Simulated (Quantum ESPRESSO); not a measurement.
Band energies of Cs₂WO₂F₄

```
CELL_PARAMETERS angstrom
      5.53076    -3.10469     0.00000
      5.53076     3.10469     0.00000
     -0.11992     0.00000     4.96881
ATOMIC_POSITIONS crystal
  O  0.85880 0.85880 0.80570
  O  0.14120 0.14120 0.19430
  F  0.28932 0.84032 0.77377
  F  0.71068 0.15968 0.22623
  F  0.15968 0.71068 0.22623
  F  0.84032 0.28932 0.77377
  Cs 0.67500 0.67500 0.30398
  Cs 0.32500 0.32500 0.69602
  W  0.00000 0.00000 0.00000
```

PBEsol (Quantum ESPRESSO, PseudoDojo norm-conserving, 84 Ry, scalar-relativistic); path ΓYFLI,I1ZHF1,H1Y1XΓN,MΓ; energies in eV from the valence-band maximum.

| k (1/Å) | point | band 32 | band 33 | band 34 | band 35 | band 36 | band 37 | band 38 | band 39 |
|---|---|---|---|---|---|---|---|---|---|
| 0.00 | Γ | -1.21 | -1.08 | -0.47 | -0.44 | -0.11 | 2.41 | 4.10 | 4.23 |
| 0.85 |  | -1.20 | -1.18 | -0.48 | -0.39 | -0.09 | 2.40 | 4.29 | 4.29 |
| 1.07 | Y | -1.22 | -1.15 | -0.50 | -0.38 | -0.11 | 2.41 | 4.27 | 4.32 |
| 1.74 | F | -1.21 | -1.08 | -0.48 | -0.44 | -0.11 | 2.41 | 4.11 | 4.23 |
| 2.58 | L | -1.20 | -1.17 | -0.47 | -0.41 | -0.11 | 2.40 | 4.31 | 4.31 |
| 2.58 | I | -1.28 | -1.18 | -0.66 | -0.50 | -0.05 | 2.46 | 4.12 | 4.25 |
| 3.98 | I1 | -1.28 | -1.18 | -0.66 | -0.50 | -0.05 | 2.46 | 4.12 | 4.25 |
| 4.42 |  | -1.23 | -1.16 | -0.53 | -0.47 | -0.01 | 2.45 | 4.10 | 4.19 |
| 4.64 | Z | -1.18 | -1.16 | -0.53 | -0.36 | -0.02 | 2.42 | 4.16 | 4.19 |
| 5.14 |  | -1.20 | -1.17 | -0.47 | -0.41 | -0.10 | 2.40 | 4.30 | 4.30 |
| 5.81 | H | -1.18 | -1.16 | -0.53 | -0.36 | -0.02 | 2.42 | 4.16 | 4.19 |
| 6.49 | F1 | -1.21 | -1.08 | -0.48 | -0.44 | -0.11 | 2.41 | 4.11 | 4.23 |
| 6.49 | H1 | -1.18 | -1.16 | -0.53 | -0.36 | -0.02 | 2.42 | 4.16 | 4.19 |
| 7.00 |  | -1.20 | -1.15 | -0.50 | -0.41 | -0.11 | 2.41 | 4.26 | 4.31 |
| 7.17 | Y1 | -1.22 | -1.15 | -0.50 | -0.38 | -0.11 | 2.41 | 4.27 | 4.32 |
| 7.17 | X | -1.26 | -1.13 | -0.52 | -0.34 | -0.12 | 2.40 | 4.24 | 4.32 |
| 7.45 |  | -1.24 | -1.21 | -0.57 | -0.52 | -0.09 | 2.46 | 4.19 | 4.19 |
| 8.03 |  | -1.21 | -1.11 | -0.52 | -0.48 | -0.10 | 2.43 | 4.10 | 4.20 |
| 8.18 | Γ | -1.21 | -1.08 | -0.47 | -0.44 | -0.11 | 2.41 | 4.10 | 4.23 |
| 8.60 |  | -1.22 | -1.16 | -0.61 | -0.52 | -0.06 | 2.46 | 4.10 | 4.21 |
| 9.03 | N | -1.33 | -1.14 | -0.70 | -0.51 | -0.02 | 2.48 | 4.00 | 4.27 |
| 9.03 | M | -1.27 | -1.19 | -0.78 | -0.50 | -0.07 | 2.50 | 4.00 | 4.23 |
| 9.61 | Γ | -1.21 | -1.08 | -0.47 | -0.44 | -0.11 | 2.41 | 4.10 | 4.23 |

The PBEsol gap is indirect, 2.40 eV, from 67 % of the way from I1 to Z to X; the smallest direct gap is 2.44 eV. Another valence and conduction extremum on the path lies within 0.02 eV, too close to call.

Spin-orbit coupling is left out, which matters for elements this heavy: edges can move by tenths of an eV.

Geometry of the Materials Project entry, not relaxed at this level.

The structure is a Materials Project entry; no match was found in the copy of COD used, and its stability was not checked.
